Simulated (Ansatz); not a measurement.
# SiO2: do energies and stresses tell the same story?

Method: Ansatz, DFT LDA, scalar-relativistic, plane waves, PAW.

Settings: cutoff 420 eV, Γ-centred mesh 8×8×8 on the computed 6-atom cell, Gaussian smearing of 0.02 eV; no spin polarisation.

Relaxed cell: I-42d, a = 4.925 Å, b = 4.925 Å, c = 7.287 Å, α = 90.00°, β = 90.00°, γ = 90.00°, 6 atoms in the primitive cell. This form isn't the usual stable structure of the compound.

Energies at zero smearing and pressures from the stress tensor, at volumes with shape and atoms relaxed:
| V (Å³/atom) | E − E(first) (meV/atom) | P (GPa) |
| --- | --- | --- |
| 12.962 | 0.00 | 2.98 |
| 13.404 | -6.90 | 2.12 |
| 13.846 | -11.56 | 1.36 |
| 14.288 | -14.21 | 0.67 |
| 14.730 | -15.09 | 0.00 |
| 15.172 | -14.35 | -0.59 |
| 15.614 | -12.14 | -1.06 |
| 16.203 | -7.13 | -1.70 |

Question: Check P = −dE/dV between neighbouring volumes, and get the bulk modulus from the pressures alone.

Answer: With 1 eV/Å³ = 160.2 GPa:
| middle V (Å³/atom) | −ΔE/ΔV (GPa) | mean P (GPa) |
| --- | --- | --- |
| 13.183 | 2.502 | 2.550 |
| 13.625 | 1.690 | 1.739 |
| 14.067 | 0.959 | 1.012 |
| 14.509 | 0.322 | 0.333 |
| 14.951 | -0.271 | -0.294 |
| 15.393 | -0.800 | -0.824 |
| 15.908 | -1.363 | -1.380 |

The two differ by 0.05 GPa at most. The mean of two end pressures misses the average over a step by about ΔV² P″/12, up to 0.02 GPa here; with that taken off 0.05 GPa remains, from the finite cutoff, the mesh or the relaxation's tolerance. Around V = 14.730 Å³/atom, the two neighbours give B = −V ΔP/ΔV = 14.730 × 1.25 / 0.884 = 20.9 GPa, against B0 = 19.6 GPa from the Birch–Murnaghan fit of the energies.